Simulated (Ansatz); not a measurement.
Frames from the relaxation of a relaxed BaS2 cell, doubled along one cell vector, shaken by Gaussian noise of σ = 0.08 Å a coordinate, as extended XYZ (Å, eV, eV/Å, GPa with compression positive). Method: r2SCAN (plane waves to 500 eV, PAW, scalar-relativistic; Ansatz, a program for electronic structure). Γ-centred k-mesh 6×5×3 on the run's cell (coarser than for final values), Fermi–Dirac smearing 0.05 eV.

```xyz
6
Lattice="4.2597 0.0000 0.0000 0.0000 2.6384 4.0726 0.0000 -5.2767 8.1453" Properties=species:S:1:pos:R:3:forces:R:3 pbc="T T T" step=1 free_energy=-15561.628 pressure=-0.3 accepted=T
Ba    -0.1384     0.0801     6.5680    0.6480    0.1380   -0.6597
Ba     0.0668    -2.6166    10.5196   -0.1337    0.0643    0.0836
S      2.1438     1.5293     4.4529    0.0331    0.8765    0.1553
S      2.2603    -1.0988     8.5061   -0.5656    0.4372    0.4537
S      2.0711    -1.5788     4.5587   -0.0886   -0.5591    0.1590
S      2.1085    -4.1883     8.6450    0.1068   -0.9568   -0.1919
6
Lattice="4.2773 0.0030 -0.0018 0.0001 2.6282 4.0935 -0.0072 -5.2922 8.2101" Properties=species:S:1:pos:R:3:forces:R:3 pbc="T T T" step=2 free_energy=-15561.770 pressure=-0.8 accepted=T
Ba    -0.0281     0.0901     6.4882    0.0035   -0.1873    0.1864
Ba     0.0204    -2.6379    10.6209   -0.0177    0.1466   -0.1248
S      2.1808     1.5460     4.4883   -0.0515    0.3650    0.1041
S      2.1677    -1.1174     8.6328   -0.0438    0.3580   -0.0549
S      2.0545    -1.6133     4.6282    0.0810   -0.2122   -0.0785
S      2.1281    -4.2260     8.6885    0.0285   -0.4698   -0.0324
6
Lattice="4.2371 -0.0076 -0.0003 -0.0050 2.6212 4.0731 0.0088 -5.2703 8.1642" Properties=species:S:1:pos:R:3:forces:R:3 pbc="T T T" step=3 free_energy=-15561.801 pressure=0.3 accepted=T
Ba     0.0079    -0.0054     6.4536    0.0016    0.0220    0.0096
Ba    -0.0073    -2.6143    10.5558   -0.0006   -0.0346    0.0329
S      2.1175     1.5427     4.5254   -0.0094    0.0844   -0.0292
S      2.1280    -1.0551     8.6063   -0.0058   -0.0406    0.0098
S      2.1310    -1.5637     4.5197   -0.0098   -0.0488    0.0101
S      2.1005    -4.2362     8.6547    0.0239    0.0175   -0.0332
```

The path has 6 moves and ends in Amm2 (No. 38), 0.03 eV/atom below its start. Free energies are of the whole cell and compare only within this code, potentials and settings.  The relaxed cell holds bonded S–S pairs (2.11 Å). No spin polarisation in the result.

The end of the path is a generated cell of BaS2: the first start was made by a random draw of sites in a space group, and the end was not matched to a known phase here, so it may be hypothetical.
